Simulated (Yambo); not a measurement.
# Optical response of CsCl at -0.7 % isotropic strain

```
CsCl
1.0
    4.03701     0.00000     0.00000
    0.00000     4.03701     0.00000
    0.00000     0.00000     4.03701
Cl Cs
1 1
Direct
  0.50000   0.50000   0.50000
  0.00000   0.00000   0.00000
```

Yambo, RPA with local fields on PBEsol bands shifted by a G0W0 scissor of 2.66 eV; 10×10×10 mesh, 48 bands, 4 Ry local-field block, 0.2 eV broadening; field along x.

```json
[
 {"E (eV)": "0.0", "Im ε": "0.00", "Re ε": "2.48", "Im ε, independent particles": "0.00"},
 {"E (eV)": "0.6", "Im ε": "0.00", "Re ε": "2.49", "Im ε, independent particles": "0.00"},
 {"E (eV)": "1.2", "Im ε": "0.00", "Re ε": "2.50", "Im ε, independent particles": "0.01"},
 {"E (eV)": "1.9", "Im ε": "0.01", "Re ε": "2.52", "Im ε, independent particles": "0.01"},
 {"E (eV)": "2.5", "Im ε": "0.01", "Re ε": "2.54", "Im ε, independent particles": "0.01"},
 {"E (eV)": "3.1", "Im ε": "0.01", "Re ε": "2.58", "Im ε, independent particles": "0.02"},
 {"E (eV)": "3.8", "Im ε": "0.02", "Re ε": "2.63", "Im ε, independent particles": "0.02"},
 {"E (eV)": "4.4", "Im ε": "0.02", "Re ε": "2.69", "Im ε, independent particles": "0.03"},
 {"E (eV)": "5.0", "Im ε": "0.03", "Re ε": "2.77", "Im ε, independent particles": "0.04"},
 {"E (eV)": "5.6", "Im ε": "0.04", "Re ε": "2.88", "Im ε, independent particles": "0.05"},
 {"E (eV)": "6.2", "Im ε": "0.05", "Re ε": "3.02", "Im ε, independent particles": "0.07"},
 {"E (eV)": "6.9", "Im ε": "0.08", "Re ε": "3.23", "Im ε, independent particles": "0.10"},
 {"E (eV)": "7.5", "Im ε": "0.14", "Re ε": "3.55", "Im ε, independent particles": "0.18"},
 {"E (eV)": "8.1", "Im ε": "0.42", "Re ε": "4.06", "Im ε, independent particles": "0.55"},
 {"E (eV)": "8.8", "Im ε": "1.06", "Re ε": "4.50", "Im ε, independent particles": "1.40"},
 {"E (eV)": "9.4", "Im ε": "2.58", "Re ε": "4.63", "Im ε, independent particles": "3.48"},
 {"E (eV)": "10.0", "Im ε": "3.68", "Re ε": "3.61", "Im ε, independent particles": "4.56"},
 {"E (eV)": "10.6", "Im ε": "3.01", "Re ε": "1.67", "Im ε, independent particles": "3.28"},
 {"E (eV)": "11.2", "Im ε": "2.56", "Re ε": "2.33", "Im ε, independent particles": "3.98"},
 {"E (eV)": "11.9", "Im ε": "3.43", "Re ε": "1.47", "Im ε, independent particles": "4.14"},
 {"E (eV)": "12.5", "Im ε": "2.31", "Re ε": "0.44", "Im ε, independent particles": "2.18"},
 {"E (eV)": "13.1", "Im ε": "1.42", "Re ε": "0.75", "Im ε, independent particles": "1.54"},
 {"E (eV)": "13.8", "Im ε": "1.35", "Re ε": "1.37", "Im ε, independent particles": "2.07"},
 {"E (eV)": "14.4", "Im ε": "1.56", "Re ε": "1.77", "Im ε, independent particles": "3.49"},
 {"E (eV)": "15.0", "Im ε": "2.04", "Re ε": "1.32", "Im ε, independent particles": "3.39"},
 {"E (eV)": "15.6", "Im ε": "1.88", "Re ε": "1.55", "Im ε, independent particles": "3.90"},
 {"E (eV)": "16.2", "Im ε": "2.06", "Re ε": "1.14", "Im ε, independent particles": "4.16"},
 {"E (eV)": "16.9", "Im ε": "2.02", "Re ε": "0.91", "Im ε, independent particles": "3.58"},
 {"E (eV)": "17.5", "Im ε": "2.00", "Re ε": "0.79", "Im ε, independent particles": "3.79"},
 {"E (eV)": "18.1", "Im ε": "1.93", "Re ε": "0.57", "Im ε, independent particles": "2.58"},
 {"E (eV)": "18.8", "Im ε": "1.57", "Re ε": "0.31", "Im ε, independent particles": "1.60"},
 {"E (eV)": "19.4", "Im ε": "1.73", "Re ε": "0.59", "Im ε, independent particles": "1.22"},
 {"E (eV)": "20.0", "Im ε": "1.56", "Re ε": "0.01", "Im ε, independent particles": "1.01"}
]
```

Structure narrower than a few tenths of an eV can come from the finite k mesh. Convergence of the RPA response with its 10×10×10 mesh was not tested. The scissor comes from a G0W0 run whose convergence isn't established. No excitonic effects at this level.

Geometry strained from the cell relaxed with PBEsol, atoms relaxed again.
